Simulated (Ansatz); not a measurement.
HfO₂ (fluorite, Fm-3m), plane-wave PAW PBEsol (Ansatz code), all energies at zero smearing, with the estimated change up to a 700 eV cutoff added, with one set of potentials and settings (totals compare only within such a set). Cell of 3 atoms (1 Hf, 2 O): -16725.090 eV.

```
element                            reference phase  E (eV/atom)
-------  -----------------------------------------  -----------
Hf                   P6_3/mmc, 2 atoms in the cell  -15598.0268
O        C2/m, 4 atoms in the cell, spin-polarised    -558.3554
```

Formation energy per atom, worked out: (-16725.090 − 1×(-15598.0268) − 2×(-558.3554))/3 = -3.451 eV/atom (-333 kJ per mol of atoms), at 0 K, without zero-point energy or fitted corrections.

This is a known high-temperature phase of the composition, computed here at zero pressure and temperature. Symmetry was held in the PBEsol relaxation; its stability against distortions is not shown here. No spin polarisation was allowed. The references are the lowest solids computed at this level, not always the standard phases (solids in place of the gases). Spin–orbit coupling is left out wherever it is not named.

Potentials: the later of the program's two PAW sets.
